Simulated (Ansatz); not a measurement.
Consider the following.

Nb3Sn:
Space group Pm-3n (No. 223); a = 5.3046 Å, b = 5.3046 Å, c = 5.3046 Å, α = 90.00°, β = 90.00°, γ = 90.00°

```csv
atom,site,symmetry,x,y,z
Nb,6c,-4m.2,0.0000,0.5000,0.2500
Sn,2a,m-3.,0.0000,0.0000,0.0000
```

This is the r²SCAN-relaxed structure.

Task: All from DFT-r²SCAN in the program Ansatz with PAW potentials, unless another level is named. Estimate the formation energy from the elements (no fitted shifts).

Result: -22 kJ/mol of atoms.

Task: Next, the density of states at the Fermi level?

Result: 2.0 states/eV per atom (mean over ±0.08 eV).

The cell was relaxed with r²SCAN under the symmetry of its start. The run is not spin-polarised. The references are the lowest solids computed at this level, not always the standard phases. Scalar-relativistic: spin–orbit coupling is off unless named, which matters more the heavier the elements.

Potentials: the earlier of the program's two PAW sets.
